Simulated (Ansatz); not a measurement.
**Bands of Sn**

```
Sn
1.0
     0.00000    3.24560    3.24560
     3.24560    0.00000    3.24560
     3.24560    3.24560    0.00000
Sn
2
Direct
  0.50000 0.50000 0.50000
  0.75000 0.75000 0.75000
```

Atom numbers follow the list: Sn1, Sn2.

The cell is COD entry 9008568, as deposited and not checked against the literature; nothing was relaxed.

Spin–orbit coupling is left out, though it moves levels of the heavy atoms by tenths of an eV or more.

Method: DFT, LDA, all-electron LAPW, scalar-relativistic (Ansatz 0.2.0).

Numerical set-up: a Γ-centred 9×9×9 k mesh, Fermi–Dirac smearing of 0.03 eV, basis error target 0.25 meV/atom, no spin polarisation.

Points in fractions of the reciprocal vectors of this cell: Γ (0, 0, 0), X (0.5, 0, 0.5), U (0.625, 0.25, 0.625), K (0.375, 0.375, 0.75), L (0.5, 0.5, 0.5), W (0.5, 0.25, 0.75). The path joins them by straight lines in the order Γ–X–U–K–Γ–L–W–X; legs that retrace an earlier one aren't tabulated. Energies are in eV from the Fermi level.

Is there a gap?

None at this level of theory (metallic, semimetallic, or a small gap that the functional closes).

List the levels between -20 and 2 eV at the symmetry points.


Γ: -10.57, -0.77, 0.18 (×3)
X: -7.49 (×2), -2.36 (×2), 0.85 (×2)
U: -7.89, -7.00, -3.28, -2.01, 1.13
K: -7.89, -7.00, -3.28, -2.01, 1.13
L: -8.95, -6.26, -1.02 (×2), -0.03
W: -7.43 (×2), -2.95 (×2)
